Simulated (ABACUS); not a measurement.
Worked example: self-consistent single point of Ta (Im-3m, 1 atom in the cell; from Materials Project mp-50) in ABACUS.

Computed with PBE, PseudoDojo 0.5 standard norm-conserving PBE (tails mended) pseudopotentials (plane waves; ABACUS 3.10.1).

```
CELL_PARAMETERS angstrom
     -1.65493     1.65493     1.65493
      1.65493    -1.65493     1.65493
      1.65493     1.65493    -1.65493
ATOMIC_POSITIONS crystal
  Ta 0.00000 0.00000 0.00000
```

Reference input (self-consistent single point, DFT, PBE, plane waves, PseudoDojo 0.5 standard norm-conserving PBE (tails mended) pseudopotentials): KPT = Gamma 14 14 14 0 0 0; basis_type = pw; dft_functional = PBE; ecutwfc = 58 Ry; smearing_method = mv; smearing_sigma = 0.0199916 Ry; potentials = PseudoDojo 0.5 standard norm-conserving PBE (tails mended); symmetry = 1; ks_solver = dav_subspace; scf_nmax = 100; scf_thr = 1.0e-09 Ry; mixing_type = broyden. This run's input differs from it in these lines:

```diff
@@ -8,4 +8,4 @@
 symmetry             1
-smearing_method      mv
-smearing_sigma       0.0199916
+smearing_method      gaussian
+smearing_sigma       0.0220496
 ks_solver            dav_subspace
```

The program printed (abridged):

```
 SELF-CONSISTENT
 -------------------------------------------
                                 init_chg = atomic

 PW ALGORITHM --------------- ION=   1  ELEC=   1--------------------------------
 Notice: Threshold on eigenvalues was too large.

 Density error is 0.0241349832543
                          Error Threshold = 0.000185515952924
 E_KohnSham     -130.2046878433      -1771.5256609801
 E_Fermi        1.3677934730         18.6097849203

 PW ALGORITHM --------------- ION=   1  ELEC=   2--------------------------------

 Density error is 0.000721529137208
                          Error Threshold = 0.000185653717341
   [... lines left out ...]

 Density error is 2.81004760381e-09
                          Error Threshold = 5.74571212072e-10
 E_KohnSham     -130.2094576016      -1771.5905568711
 E_Fermi        1.3479989857         18.3404671033

 PW ALGORITHM --------------- ION=   1  ELEC=   6--------------------------------

 Density error is 2.36069635418e-11
                          Error Threshold = 2.16157507986e-11
 E_KohnSham     -130.2094576017      -1771.5905568732
 E_KS(sigma->0) -130.2074314634      -1771.5629898467
 E_entropy(-TS) -0.0040522767        -0.0551340530
 E_Fermi        1.3479957922         18.3404236536
 charge density convergence is achieved
 final etot is -1771.5905569 eV
 EFERMI = 18.340423654 eV

 STATE ENERGY(eV) AND OCCUPATIONS    NSPIN == 1
   [... 14 lines left out ...]

 TOTAL-FORCE (eV/Angstrom)
                       Ta1         0.0000000000         0.0000000000         0.0000000000

 TOTAL-STRESS (KBAR)
        18.0847128701         0.0000000000         0.0000000000
         0.0000000000        18.0847128701        -0.0000000000
        -0.0000000000        -0.0000000000        18.0847128701
 TOTAL-PRESSURE: 18.084713 KBAR

 --------------------------------------------
 !FINAL_ETOT_IS -1771.5905568731864150 eV
 --------------------------------------------
```

The run converged in 6 iterations. Against the reference run the free energy goes down by 31.8 meV/atom and the pressure goes from 1.55 to 1.81 GPa.

This run is one point of a test of settings, so its values need not be converged; read them against the reference run alone. The structure comes from a collection of computed structures, made at another level of theory; the collection holds predicted forms beside known ones.

Cost on one core: around 13 core-seconds (rough).

“Tails mended”: in these copies of the files the far tail of each local potential was reset to the Coulomb form.
